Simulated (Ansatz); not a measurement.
TiTe₂ in space group P4_2/mnm (No. 136; Ti on 2a, Te on 4f) under volume change, plane-wave PAW PBEsol (Ansatz code), shape and atoms relaxed at each volume.

```csv
V (Å³/atom),E − E(relaxed) (meV/atom),P (GPa)
24.714,47.7,6.89
25.529,19.7,4.16
26.344,4.6,1.85
27.159,0.0,0.00
27.973,4.2,-1.61
28.788,15.8,-2.93
29.603,33.6,-4.08
```

Q: What does a third-order Birch–Murnaghan fit give for V₀, B₀ and B′?

A: V₀ = 27.15 Å³/atom, B₀ = 58.1 GPa, B′ = 4.9.

A made-up cell: these elements were put on the sites of a structure type; neither database checked (COD, Materials Project) lists it. COD files the formula under space group No. 164. Whether it is the stable phase at ambient conditions was not checked. The cell was relaxed with PBEsol under the symmetry of its start; its stability against distortions is not shown here. The run is not spin-polarised. Scalar-relativistic: spin–orbit coupling is off unless named, which matters more the heavier the elements.

Potentials: the later of the program's two PAW sets.
